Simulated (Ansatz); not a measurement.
GeSbTe₃:
```cif
data_Ge3Sb3Te9
_chemical_formula_sum 'Ge3 Sb3 Te9'
_space_group_name_H-M_alt 'R3m :H'
_space_group_IT_number 160
_space_group_name_Hall 'R 3 -2"'
_cell_length_a 4.10583
_cell_length_b 4.10583
_cell_length_c 31.06108
_cell_angle_alpha 90.000
_cell_angle_beta 90.000
_cell_angle_gamma 120.000
loop_
_atom_site_label
_atom_site_type_symbol
_atom_site_symmetry_multiplicity
_atom_site_Wyckoff_symbol
_atom_site_fract_x
_atom_site_fract_y
_atom_site_fract_z
_atom_site_occupancy
Ge1 Ge 3 a 0.00000 0.00000 0.39961 1
Sb1 Sb 3 a 0.00000 0.00000 0.60512 1
Te1 Te 3 a 0.00000 0.00000 0.00112 1
Te2 Te 3 a 0.00000 0.00000 0.21332 1
Te3 Te 3 a 0.00000 0.00000 0.78085 1
```
(The calculation used a cell of 5 atoms; values per cell refer to that cell.)

Relaxed with r²SCAN+D4.

### Question
Tabulate the valence density and the electron localisation function along the shortest Sb–Te contact (2.99 Å), DFT-r²SCAN+D4 in the program Ansatz with PAW potentials.

### Answer


```
distance from Sb (Å)  density (e/Å³)   ELF
--------------------  --------------  ----
0.30                           13.62  0.00
0.45                            7.23  0.03
0.60                            3.24  0.14
0.75                            1.44  0.28
0.90                            0.76  0.35
1.05                            0.50  0.39
1.19                            0.38  0.47
1.34                            0.33  0.57
1.49                            0.33  0.63
1.64                            0.36  0.67
1.79                            0.44  0.65
1.94                            0.58  0.56
2.09                            0.80  0.48
2.24                            1.62  0.38
2.39                            3.98  0.21
2.54                            7.95  0.06
2.69                           12.51  0.01
```

The density is the valence pseudo-density with augmentation charge, so density and ELF within about 1 Å of a nucleus are not all-electron values.

The first step of the workflow began from a Materials Project structure, measured or hypothetical; the Crystallography Open Database copy checked does not list it. Its standing as an ambient phase is unchecked. The cell was relaxed with r²SCAN+D4 under the symmetry of its start; its stability against distortions is not shown here. Scalar-relativistic: spin–orbit coupling is off unless named, which matters more the heavier the elements.

Potentials: the later of the program's two PAW sets.
